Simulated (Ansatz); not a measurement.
**Is this TmHOs structure a true minimum?**

The cell was found from a structure generator's guess, not taken from experiment.

The calculation used DFT PBE, scalar-relativistic, plane waves, PAW, and for the lanthanide a 4f-in-core norm-conserving potential, in Ansatz. Settings: cutoff 690 eV, Γ-centred mesh 10×10×10 on the computed 3-atom cell, Gaussian smearing of 0.10 eV; no spin polarisation.

The cell below (3 atoms, space group P4/mmm (No. 123)) is relaxed within its symmetry.

```xyz
3
Lattice="3.4088 0.0000 0.0000 0.0000 3.4088 0.0000 0.0000 0.0000 3.5512" Properties=species:S:1:pos:R:3 pbc="T T T"
Tm    1.7044    1.7044    1.7756
H     0.0000    0.0000    1.7756
Os    0.0000    0.0000    0.0000
```

For the test a repeat of it with 6 atoms (edges 3.41, 3.55, 6.82 Å) was strained at random (σ = 1.5 % a component), the atoms were moved at random (σ = 0.05 Å), and all was relaxed again on a coarse 6×6×4 mesh (in the run’s order of axes) with 0.20 eV smearing, with no symmetry imposed.

These runs have no spin–orbit coupling, which can matter for Os. Trial moments died out on the coarse mesh, so the last step has no spin; another magnetic start might hold.

Question: Is the structure stable against such a distortion?

Answer: It returns, within 1 meV/atom of the unmoved cell on that mesh and with the same symmetry when read at 0.1 Å (Pmmm at 0.01 Å, so small strains and shifts remain). So it is stable against the distortions that fit this cell and that this random move excites. Modes that don't fit the cell aren't tested.

The lanthanide is trivalent by construction, without f bands, f moments or other valences.
